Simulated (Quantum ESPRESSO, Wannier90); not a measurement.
## Tight-binding from DFT: HfS₂ (CdI2 type)

```
CELL_PARAMETERS angstrom
      3.63966     0.00000     0.00000
     -1.81983     3.15204     0.00000
      0.00000     0.00000     6.05556
ATOMIC_POSITIONS crystal
  Hf 0.00000 0.00000 0.00000
  S  0.66667 0.33333 0.76395
  S  0.33333 0.66667 0.23605
```

Cell from Materials Project (mp-985829), symmetrised, no further relaxation. Not found in the COD (Crystallography Open Database) copy used; not checked further. Method: PBEsol plane waves in Quantum ESPRESSO 7.5 (PseudoDojo norm-conserving files, 47 Ry, no spin polarisation, no spin-orbit coupling), Bloch states on a 12×12×4 mesh through Γ, Wannier90 4.0.1. Density: 12×12×6 mesh, cold smearing 0.01 Ry. The cell is built of weakly bound layers, chains or molecules, whose nearest atoms lie 3.83 Å apart. Database cells relaxed without dispersion often hold them too far apart, which can enlarge gaps and weakens couplings between them; spacing and stacking were not compared with the measured crystal. Spin-orbit coupling is left out although heavy elements are present.

Functional, cutoff and mesh named above are those of the base row (12×12×4); the first column says what each row takes instead. Model: 8 functions from bands 5-12, start SCDM (isolated) (the valence bands). Energies are relative to the valence-band maximum; the misfit is to pw.x on a path, for all bands of the set. Only the mesh of Bloch states changes. Ω_total can sit in another minimum from row to row; Ω_I of an isolated set cannot.

```
mesh     Ω_I (Å²)  Ω_total (Å²)  rms misfit (meV)  k-points (cost)  rough cost of nscf and overlaps (first row = 1)
-------  --------  ------------  ----------------  ---------------  -----------------------------------------------
5×5×2       10.88         12.93                28               50                                              1.0
6×6×2       11.25         13.30                13               72                                              1.5
8×8×3       11.96         14.00               8.1              192                                                4
10×10×3     12.19         14.22               7.2              300                                                4
12×12×4     12.44         14.44               0.7              576                                               10
14×14×5     12.57         14.56               0.7              980                                               13
```
